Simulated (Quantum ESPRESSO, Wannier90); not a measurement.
# Se (P3₁21): Wannier90 run

```
begin unit_cell_cart
ang
    4.5048201908    0.0000000000    0.0000000000
   -2.2524100954    3.9012887247    0.0000000000
    0.0000000000    0.0000000000    4.9788000000
end unit_cell_cart
begin atoms_frac
Se   0.2178900000  0.0000000000  0.3333333333
Se   0.0000000000  0.2178900000 -0.3333333333
Se  -0.2178900000 -0.2178900000  0.0000000000
end atoms_frac
```

Structure: Materials Project mp-14, symmetrised, not relaxed again. COD (Crystallography Open Database) has the formula in 4 space groups, this one among them (matched by group alone). Method: PBEsol plane waves in Quantum ESPRESSO 7.5 (PseudoDojo norm-conserving files, 69 Ry, no spin polarisation, no spin-orbit coupling), Bloch states on a 6×6×6 mesh through Γ, Wannier90 4.0.1. Density: 12×12×6 mesh, cold smearing 0.01 Ry. The cell is built of weakly bound layers, chains or molecules, whose nearest atoms lie 3.56 Å apart. Database cells relaxed without dispersion often hold them too far apart, which can enlarge gaps and weakens couplings between them; spacing and stacking were not compared with the measured crystal. Spin-orbit coupling, left out, would split the p-like bands by a few tenths of an eV.

Functional, cutoff and mesh named above are those of the base row (1); the first column says what each row takes instead. Model: 12 functions from bands 16-36, start hydrogen-like Se: s;p, disentangled but not localised (num_iter = 0), frozen window tied to the conduction edge or Fermi level of each row, as listed, which moves Ω_I and hoppings a little by itself. Energies are relative to the valence-band maximum; the misfit is to pw.x on a path, for states up to 2.0 eV relative to the valence-band maximum. The lattice is scaled uniformly, fractional positions fixed. The disentangled Ω_I can sit in another minimum from row to row.

| scale | frozen to (eV) | Ω_I (Å²) | rms misfit (meV) | gap (eV) | bottom of band 16 (eV) | on-site Se1 pz minus Se1 s (eV) | hopping modulus Se3 pz – Se2 py, R = 0 0 0 (eV) | hopping modulus Se3 py – Se2 s, R = 0 0 0 (eV) | hopping modulus Se3 s – Se1 s, R = 0 0 0 (eV) |
|---|---|---|---|---|---|---|---|---|---|
| 0.97 | 2.63 | 15.08 | 1.4 | 1.13 | -16.41 | 10.40 | 2.155 | 1.894 | 1.491 |
| 0.99 | 2.57 | 14.73 | 1.1 | 1.07 | -15.87 | 10.48 | 2.039 | 1.759 | 1.359 |
| 1 | 2.54 | 14.57 | 0.9 | 1.04 | -15.62 | 10.51 | 1.983 | 1.694 | 1.297 |
| 1.01 | 2.51 | 14.43 | 0.8 | 1.01 | -15.38 | 10.54 | 1.928 | 1.631 | 1.238 |
| 1.03 | 2.45 | 14.21 | 0.6 | 0.95 | -14.94 | 10.59 | 1.820 | 1.511 | 1.127 |
